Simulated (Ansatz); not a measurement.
GaRu₃C:
```cif
data_CGaRu3
_chemical_formula_sum 'Ga1 Ru3 C1'
_space_group_name_H-M_alt 'P 1'
_space_group_IT_number 1
_cell_length_a 3.97746
_cell_length_b 3.97746
_cell_length_c 3.97746
_cell_angle_alpha 90.000
_cell_angle_beta 90.000
_cell_angle_gamma 90.000
loop_
_space_group_symop_operation_xyz
  'x, y, z'
loop_
_atom_site_label
_atom_site_type_symbol
_atom_site_fract_x
_atom_site_fract_y
_atom_site_fract_z
_atom_site_occupancy
Ga1 Ga 0.00000 0.00000 0.00000 1
Ru1 Ru 0.00000 0.50000 0.50000 1
Ru2 Ru 0.50000 0.00000 0.50000 1
Ru3 Ru 0.50000 0.50000 0.00000 1
C1 C 0.50000 0.50000 0.50000 1
```

Relaxed with PBEsol.

### Question
Decompose the optical modes at the zone centre into irreducible representations, and say which are infrared and Raman allowed.

### Answer
Point group m-3m: Γ_opt = 3T1u + T2u. Infrared: T1u. Raman: none.

### Question
Assign frequencies (DFPT, the program Ansatz at the PBEsol level (PAW)).

### Answer
T2u 42i, T1u 125, T1u 172, T1u 564 cm⁻¹.

Space group Pm-3m (anti-perovskite). The start of the workflow was typed in or built on a structure type; neither database checked (COD, Materials Project) lists it. Whether it is the stable phase at ambient conditions was not checked. Symmetry was held in the PBEsol relaxation; phonons show weakly imaginary modes. No spin polarisation was allowed. As this level gives no gap, phonon frequencies hold no LO–TO term and depend on the k-mesh and smearing (Fermi–Dirac, 0.1 eV here).

Potentials: the later of the program's two PAW sets.
